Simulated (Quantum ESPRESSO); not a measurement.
# Ru4Rh2AlAu: input and log of a self-consistent run

A calculation, not a measurement. The program is pw.x of Quantum ESPRESSO 7.5 (plane-wave density functional theory). The cell is made up: eight metal atoms on a hexagonal close-packed lattice, with elements, volume, strain and displacements drawn at random and not relaxed, so it may be unstable or far from any real phase. PseudoDojo standard norm-conserving files set the functional (PBE unless stated); there is no spin polarisation or spin-orbit coupling, the Fermi-Dirac width of 0.25 eV means electrons at about 2900 K, and the masses in the input are unused placeholders. Heavy elements are run without spin-orbit coupling, which real alloys of them have. A spin test at this wide smearing found no moment, but such smearing suppresses magnetism that the real alloy may have.

Input:

```
&control calculation='scf', pseudo_dir='./dojo.nc.sr.pbe.v0_5.standard.upf', outdir='./o', disk_io='minimal', tprnfor=.true., tstress=.true. /
&system ibrav=0, nat=8, ntyp=4, nbnd=77, ecutwfc=87.97787729, nosym=.true., tot_charge=0,
 occupations='smearing', smearing='fd', degauss=0.0183746611
/
&electrons conv_thr=1.470e-08, electron_maxstep=70, mixing_beta=0.5 /
ATOMIC_SPECIES
Al 1.0 Al.upf
Au 1.0 Au.upf
Rh 1.0 Rh.upf
Ru 1.0 Ru.upf
CELL_PARAMETERS angstrom
2.7308 0.0 0.0
1.3654 -2.3649 -4.5706
1.3654 7.0948 -4.5706
ATOMIC_POSITIONS angstrom
Ru 0.0058 -0.0069 -0.0706
Ru 1.3738 2.3331 -4.4639
Rh 1.3117 -0.8822 -2.2272
Ru 2.6765 1.553 -6.805
Ru 2.7456 4.6485 -4.4493
Al 2.7406 -0.2255 -4.5337
Au 2.62 1.6689 -2.2147
Rh 4.0319 3.9428 -6.8553
K_POINTS automatic
9 5 3 1 1 1
```

The log is shortened where brackets say so; the opening notice, blank lines, dates and the lines on written files are dropped, and the path of the files is cut. It prints rydbergs, bohrs and kilobars, and counts compression as positive stress. Its total energy is the free energy E - TS of the whole cell.

```
     Program PWSCF v.7.5
     Parallel version (MPI & OpenMP), running on       4 processor cores
     Number of MPI processes:                 4
     Threads/MPI process:                     1
     [start-up lines left out]
     bravais-lattice index     =            0
     lattice parameter (alat)  =       5.1605  a.u.
     unit-cell volume          =     796.7775 (a.u.)^3
     number of atoms/cell      =            8
     number of atomic types    =            4
     number of electrons       =       120.00
     number of Kohn-Sham states=           77
     kinetic-energy cutoff     =      87.9779  Ry
     charge density cutoff     =     351.9115  Ry
     scf convergence threshold =      1.5E-08
     mixing beta               =       0.5000
     number of iterations used =            8  plain     mixing
     Exchange-correlation= PBE
                           (   1   4   3   4   0   0   0)
     [axes and pseudopotential details left out]
   Cartesian axes
     site n.     atom                  positions (alat units)
         1        Ru     tau(   1) = (   0.0021239  -0.0025267  -0.0258532  )
         2        Ru     tau(   2) = (   0.5030760   0.8543650  -1.6346492  )
         3        Rh     tau(   3) = (   0.4803354  -0.3230555  -0.8155852  )
         4        Ru     tau(   4) = (   0.9801157   0.5686978  -2.4919438  )
         5        Ru     tau(   5) = (   1.0054197   1.7022484  -1.6293028  )
         6        Al     tau(   6) = (   1.0035887  -0.0825765  -1.6602095  )
         7        Au     tau(   7) = (   0.9594258   0.6111396  -0.8110078  )
         8        Rh     tau(   8) = (   1.4764538   1.4438260  -2.5103633  )
     number of k points=    68  Fermi-Dirac smearing, width (Ry)=  0.0184
                       cart. coord. in units 2pi/alat
        k(    1) = (   0.0555556   0.0192451  -0.0531084), wk =   0.0296296
        k(    2) = (   0.0555556  -0.1732063   0.0464690), wk =   0.0296296
     [further k points left out]
     Dense  grid:    88851 G-vectors     FFT dimensions: (  32,  64, 100)
     Estimated max dynamical RAM per process >     384.22 MB
     Estimated total dynamical RAM >       1.44 GB
     Initial potential from superposition of free atoms
     starting charge     119.9931, renormalised to     120.0000
     Starting wfcs are   74 randomized atomic wfcs +    3 random wfcs
     total cpu time spent up to now is       27.8 secs
     per-process dynamical memory:   306.4 Mb
     Self-consistent Calculation
     iteration #  1     ecut=    87.98 Ry     beta= 0.50
     Davidson diagonalization with overlap
     ethr =  1.00E-02,  avg # of iterations =  3.0
     total cpu time spent up to now is       89.5 secs
     total energy              =   -1578.24537695 Ry
     estimated scf accuracy    <       1.52369962 Ry
     iteration #  2     ecut=    87.98 Ry     beta= 0.50
     Davidson diagonalization with overlap
     ethr =  1.27E-03,  avg # of iterations =  3.3
     total cpu time spent up to now is      157.3 secs
     total energy              =   -1576.89017834 Ry
     estimated scf accuracy    <      25.56215009 Ry
     iteration #  3     ecut=    87.98 Ry     beta= 0.50
     Davidson diagonalization with overlap
     ethr =  1.27E-03,  avg # of iterations =  2.8
     total cpu time spent up to now is      221.6 secs
     total energy              =   -1578.11955940 Ry
     estimated scf accuracy    <      18.44273366 Ry
     iteration #  4     ecut=    87.98 Ry     beta= 0.50
     Davidson diagonalization with overlap
     ethr =  1.27E-03,  avg # of iterations =  2.0
     total cpu time spent up to now is      270.2 secs
     total energy              =   -1578.76183682 Ry
     estimated scf accuracy    <       0.64335087 Ry
     iteration #  5     ecut=    87.98 Ry     beta= 0.50
     Davidson diagonalization with overlap
     ethr =  5.36E-04,  avg # of iterations =  1.0
     total cpu time spent up to now is      313.5 secs
     total energy              =   -1578.81759168 Ry
     estimated scf accuracy    <       0.46856972 Ry
     [iterations 6 to 16 left out]
     iteration # 17     ecut=    87.98 Ry     beta= 0.50
     Davidson diagonalization with overlap
     ethr =  1.96E-10,  avg # of iterations =  1.0
     total cpu time spent up to now is      918.5 secs
     total energy              =   -1578.85885269 Ry
     estimated scf accuracy    <       0.00000012 Ry
     iteration # 18     ecut=    87.98 Ry     beta= 0.50
     Davidson diagonalization with overlap
     ethr =  1.04E-10,  avg # of iterations =  1.0
     total cpu time spent up to now is      977.3 secs
     total energy              =   -1578.85885270 Ry
     estimated scf accuracy    <       0.00000005 Ry
     iteration # 19     ecut=    87.98 Ry     beta= 0.50
     Davidson diagonalization with overlap
     ethr =  3.86E-11,  avg # of iterations =  1.0
     total cpu time spent up to now is     1032.9 secs
     total energy              =   -1578.85885270 Ry
     estimated scf accuracy    <       0.00000003 Ry
     iteration # 20     ecut=    87.98 Ry     beta= 0.50
     Davidson diagonalization with overlap
     ethr =  2.37E-11,  avg # of iterations =  2.0
     total cpu time spent up to now is     1084.1 secs
     total energy              =   -1578.85885269 Ry
     estimated scf accuracy    <       0.00000017 Ry
     iteration # 21     ecut=    87.98 Ry     beta= 0.50
     Davidson diagonalization with overlap
     ethr =  2.37E-11,  avg # of iterations =  1.8
     total cpu time spent up to now is     1131.8 secs
     End of self-consistent calculation
     [lines on levels left out]
!    total energy              =   -1578.85885269 Ry
     estimated scf accuracy    <          7.6E-09 Ry
     smearing contrib. (-TS)   =      -0.13607256 Ry
     internal energy E=F+TS    =   -1578.72278013 Ry
     The total energy is F=E-TS. E is the sum of the following terms:
     one-electron contribution =    -481.25641311 Ry
     hartree contribution      =     316.84206538 Ry
     xc contribution           =    -266.37736714 Ry
     ewald contribution        =   -1147.93106526 Ry
     convergence has been achieved in  21 iterations
     Forces acting on atoms (cartesian axes, Ry/au):
     atom    1 type  4   force =    -0.00843140   -0.05581560    0.04329164
     atom    2 type  4   force =    -0.01117505    0.01128102   -0.07450286
     atom    3 type  3   force =     0.00657637    0.02053912   -0.00759985
     atom    4 type  4   force =     0.00195070    0.07971159    0.00369028
     atom    5 type  4   force =    -0.01013145    0.00742136   -0.00004044
     atom    6 type  1   force =    -0.00634293    0.04552003    0.03285407
     atom    7 type  2   force =     0.02048803   -0.08052908    0.00072990
     atom    8 type  3   force =     0.00706573   -0.02812845    0.00157726
     Total force =     0.169870     Total SCF correction =     0.000735
     Computing stress (Cartesian axis) and pressure
          total   stress  (Ry/bohr**3)                   (kbar)     P=      -16.69
   0.00028821  -0.00007125   0.00002776           42.40      -10.48        4.08
  -0.00007125   0.00000335  -0.00001641          -10.48        0.49       -2.41
   0.00002776  -0.00001641  -0.00063201            4.08       -2.41      -92.97
     init_run     :     26.18s CPU     27.36s WALL (       1 calls)
     electrons    :   1072.45s CPU   1104.03s WALL (       1 calls)
     forces       :     13.81s CPU     13.89s WALL (       1 calls)
     stress       :     47.24s CPU     47.51s WALL (       1 calls)
     [timing details left out]
     PWSCF        :  19m20.17s CPU  19m53.38s WALL
     JOB DONE.
```

In other units: free energy -21481.469 eV for the cell, pressure -1.67 GPa, largest force component 2.070 eV/Å in size. The run took 1196 s of wall time with four MPI processes on a shared machine (AMD EPYC, older, virtual cores), so the time is rough. A rerun of this cell at a higher cutoff and on a denser mesh moved values by no more than 0.005 eV in energy, 0.15 GPa in stress and 0.006 eV/Å in force, and a second program with other atomic files agreed on that cell to 2 % rms in force and 0.5 GPa in pressure.